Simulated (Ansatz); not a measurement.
EuO (rock salt)

```xyz
2
Lattice="0.0000 2.4828 2.4828 2.4828 0.0000 2.4828 2.4828 2.4828 0.0000" Properties=species:S:1:pos:R:3 pbc="T T T"
O      0.0000     0.0000     0.0000
Eu     2.4828     2.4828     2.4828
```

The slice is a {110} plane (indices of the conventional cell) through the point (0.500, 0.500, 0.500) (fractional), spanned by u = [100] and v = [1 -1 -1] in vectors of this cell: u (3.51 Å) and v (4.97 Å, at 90° to u). It covers one period; positions are fractions (u, v).

Computed with PBEsol (plane waves to 420 eV, PAW, scalar-relativistic; Ansatz, a first-principles code). k mesh 16×16×16. Near the nuclei the fields are pseudised (PAW); where an atom keeps semicore shells as valence, they peak there. EuO is run spin-polarised and with no Hubbard U. EuO was relaxed with its symmetry unable to fall. Relaxed EuO ends ferromagnetic. The relaxed volume of EuO is well below the measured one. The magnetic order is the one the run started from; other orders were not tried. The filling of the f shell was not checked against other fillings, so treat energies with care.

**Question.** What is the valence density on the shortest O–Eu line in this plane (2.48 Å), at its minimum between the atoms?

**Answer.** 0.31 e/Å³.

**Question.** What is the ELF at the density minimum of the shortest O–Eu line in this plane (2.48 Å)?

**Answer.** 0.1.

**Question.** Sketch the electron localisation function (ELF) on this plane as a map.

**Answer.** 
```
|xxxx9985200000025899xxx|
|xxx999741000000147999xx|
|xx99986310000001368999x|
|99998752000000002578999|
|99887531000000001357889|
|77654210000000000124567|
|33221000000000000001223|
|00000000000110000000000|
|11111000000000000001111|
|55443211100000011223445|
|98876532100000012356788|
|99998753100000013578999|
|xx99986410000001468999x|
|xxx999742000000247999xx|
|xxxx9975200000025799xxx|
|xxxx9985200000025899xxx|
|xxxx9975200000025799xxx|
|xxx999742000000247999xx|
|xx99986410000001468999x|
|99998753100000013578999|
|98876532100000012356788|
|55443221100000011123445|
|11111000000000000001111|
|00000000000110000000000|
|33221000000000000001223|
|77654210000000000124567|
|99887531000000001357889|
|99998752000000002578999|
|xx99986310000001368999x|
|xxx999741000000147999xx|
|xxxx9985200000025899xxx|
|xxxx9985200000025899xxx|
```
Scale: ten equal steps from 0.05 (start of '0') to 0.82 (end of '9'), in the order '0123456789'. Values: electron localisation function (ELF). The map has 23 points along u (one character each, u = 0 at the left) and 32 along v (v = 0 in the bottom row). Points within 0.5 Å of a nucleus are blanked (x), as the pseudised field means little there.
